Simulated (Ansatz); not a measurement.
Polymorphs of SiGe, each relaxed with r²SCAN (plane waves, PAW; program Ansatz):

A: I-4m2, a = 3.9251 Å, b = 3.9251 Å, c = 27.7732 Å, α = 90.00°, β = 90.00°, γ = 90.00°

B: NiAs type (P6_3/mmc), a = 3.665 Å, b = 3.665 Å, c = 6.189 Å, α = 90.00°, β = 90.00°, γ = 120.00°

C: P-6m2, a = b = 3.6147 Å, c = 3.1938 Å, α = β = 90.00°, γ = 120.00°

D: wurtzite (P6_3mc), a = b = 3.904 Å, c = 6.453 Å, α = β = 90.00°, γ = 120.00°

**Question.** Order them by energy per atom at 0 K (lowest first) at the level r²SCAN.

**Answer.** A (+0 meV/atom), D (+19 meV/atom), B (+514 meV/atom), C (+552 meV/atom)

**Question.** Give each one's gap.

**Answer.** A 0.53 eV; B no gap; C no gap; D 0.66 eV.

Constructed cells (a structure type filled with these elements, in neither database checked): B; C. Typed or built starts, not in the databases checked: A. Standing as an ambient phase not checked: D. All cells were relaxed under the symmetry of their starts (and spin orders); stability against distortions was not tested throughout. Scalar-relativistic: spin–orbit coupling is off unless named, which matters more the heavier the elements.

Energies hold the estimated change up to a 700 eV cutoff; steps of a few meV lie near the error of the meshes.

Potentials: the earlier of the program's two PAW sets.
